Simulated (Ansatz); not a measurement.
Cu3Sb:
Space group P6/mmm (No. 191); a = 4.447 Å, b = 4.447 Å, c = 4.856 Å, α = 90.00°, β = 90.00°, γ = 120.00°

| atom | site | symmetry | x | y | z |
|---|---|---|---|---|---|
| Sb | 1a | 6/mmm | 0.0000 | 0.0000 | 0.0000 |
| Cu | 1b | 6/mmm | 0.0000 | 0.0000 | 0.5000 |
| Cu | 2c | -6m2 | 0.3333 | 0.6667 | 0.0000 |

Relaxed at zero pressure with the program Ansatz at the PBEsol level (PAW).

Problem. The volume is lowered by 9 % and shape and atoms relax at that volume. What pressure results, and how do the axes share the change?

Solution. 8.4 GPa; a -2.9 %, b -2.9 %, c -3.4 %; the energy rises by 45 meV/atom.

Problem. Give the new structure.

Solution. 
Space group P6/mmm (No. 191); a = b = 4.3171 Å, c = 4.6890 Å, α = β = 90.00°, γ = 120.00°

```csv
atom,site,symmetry,x,y,z
Sb,1a,6/mmm,0.0000,0.0000,0.0000
Cu,1b,6/mmm,0.0000,0.0000,0.5000
Cu,2c,-6m2,0.3333,0.6667,0.0000
```

The phase is kept; no other phase was compared at this pressure.

The start of the workflow was typed in or built on a structure type; neither database checked (COD, Materials Project) lists it. Its standing as an ambient phase is unchecked. The cell was relaxed with PBEsol under the symmetry of its start. At this level the phase is dynamically unstable (imaginary phonons). The run is not spin-polarised. Its formation energy is positive at this level, so the cell may be metastable or incomplete. Spin–orbit coupling is left out wherever it is not named.

Potentials: the earlier of the program's two PAW sets. The files were generated under PBE; for other functionals the program regenerates the frozen cores, and for LDA and PBEsol the local potential too.
